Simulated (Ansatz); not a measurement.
## Equation of state of Cs

```xyz
1
Lattice="-3.0225 3.0225 3.0225 3.0225 -3.0225 3.0225 3.0225 3.0225 -3.0225" Properties=species:S:1:pos:R:3 pbc="T T T"
Cs    0.0000    0.0000    0.0000
```

Structure: COD 9011010, as refined from experiment and not relaxed.

No spin–orbit coupling, which matters for the heavy atoms here.

All numbers are computed: DFT, LDA, all-electron LAPW, scalar-relativistic (Ansatz 0.2.0); DFT, LDA, PAW with Ansatz's default frozen-core files, scalar-relativistic (Ansatz 0.2.0).

For LAPW: a Γ-centred 9×9×9 k mesh, Fermi–Dirac smearing of 0.05 eV, basis error target 1 meV/atom, no spin polarisation. PAW takes a cutoff of 420 eV at this cell (files made with PBE, cores remade for this functional). The Ansatz runs share mesh, smearing and spin set-up. Plane-wave (PAW) pressures include the program's estimate of the Pulay term.

The cell above is scaled evenly, with fractional coordinates and shape held.

| V/V(cell) | V (Å³/atom) | P, LAPW (GPa) | P, PAW (GPa) | free energy over the lowest listed, PAW (meV/atom) |
| --- | --- | --- | --- | --- |
| 0.9400 | 103.821 | -0.17 | -0.17 | 0.0 |
| 0.9600 | 106.030 | -0.21 | -0.21 | 2.7 |
| 0.9800 | 108.239 | -0.25 | -0.25 | 5.8 |
| 0.9900 | 109.344 | -0.26 | -0.26 | 7.6 |
| 1.0000 | 110.448 | -0.28 | -0.28 | 9.4 |
| 1.0100 | 111.553 | -0.29 | -0.29 | 11.4 |
| 1.0200 | 112.657 | -0.31 | -0.31 | 13.5 |
| 1.0400 | 114.866 | -0.33 | -0.33 | 17.9 |
| 1.0600 | 117.075 | -0.36 | -0.36 | 22.7 |
